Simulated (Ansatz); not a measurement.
GaAs:
```
GaAs
1.0
    0.00000     2.82943     2.82943
    2.82943     0.00000     2.82943
    2.82943     2.82943     0.00000
Ga As
1 1
Direct
  0.00000   0.00000   0.00000
  0.75000   0.75000   0.75000
```

PBEsol in the plane-wave PAW code Ansatz gives a gap of 0.42 eV without spin–orbit coupling, maximum at Γ, minimum at Γ.

Question: What happens when spin–orbit coupling is switched on?

Answer: The gap shrinks by 0.11 eV, to 0.31 eV; maximum at Γ, minimum at Γ.

Question: How large is the spin–orbit splitting of the valence top at Γ?

Answer: The fourfold level lies 0.34 eV above the split-off pair.

Question: Give the electron effective mass with spin–orbit coupling.

Answer: 0.022 mₑ (isotropic).

Space group F-43m (zinc blende). The PBEsol relaxation kept the symmetry of its start.

Potentials: the later of the program's two PAW sets.
